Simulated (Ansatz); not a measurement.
Relaxed-ion elastic tensor of BaF$_{2}$ (fluorite, Fm-3m) in GPa (Voigt order), LDA in the plane-wave PAW code Ansatz; density 5.27 g/cm³, 18.40 Å³ per atom.

```
 106  54.9  54.9   0.0   0.0   0.0
54.9   106  54.9   0.0   0.0   0.0
54.9  54.9   106   0.0   0.0   0.0
 0.0   0.0   0.0  28.9   0.0   0.0
 0.0   0.0   0.0   0.0  28.9   0.0
 0.0   0.0   0.0   0.0   0.0  28.9
```

Task: Is the crystal mechanically stable?

Result: Yes: the smallest eigenvalue of C is 28.9 GPa.

Task: Work out the Voigt, Reuss and Hill averages.

Result: K_V = 71.9, K_R = 71.9, K_H = 71.9; G_V = 27.6, G_R = 27.5, G_H = 27.5 GPa.

Task: Give Young's modulus, Poisson's ratio, Pugh's ratio and the universal anisotropy index.

Result: E = 9KG/(3K + G) = 73.2 GPa; ν = 0.33; K/G = 2.61 (ductile by the Pugh limit of 1.75); A_U = 5G_V/G_R + K_V/K_R − 6 = 0.02.

Task: Estimate the sound speeds and the Debye temperature.

Result: v_l = √((K + 4G/3)/ρ) = 4540 m/s, v_t = √(G/ρ) = 2280 m/s, mean 2560 m/s; Θ = (h/k)(3n/4πV)^(1/3) v_m = 289 K.

Task: Give the Zener ratio and Young's modulus along [100], [110] and [111].

Result: A = 2C44/(C11 − C12) = 1.13; 1/E = S11 − 2(S11 − S12 − S44/2)Γ with Γ = 0, 1/4, 1/3 gives 68.6, 74.3, 76.5 GPa.

Task: Solve the Christoffel equation for the three sound speeds along [100], [110], [111].

Result: Eigenvalues of C_ijkl n_j n_l equal ρv². In km/s, slowest first: [100] 2.34, 2.34, 4.48; [110] 2.20, 2.34, 4.55; [111] 2.25, 2.25, 4.58.

Symmetry was held in the LDA relaxation; phonons on a q-mesh show no instability. Scalar-relativistic: spin–orbit coupling is off unless named, which matters more the heavier the elements.

Potentials: the later of the program's two PAW sets.
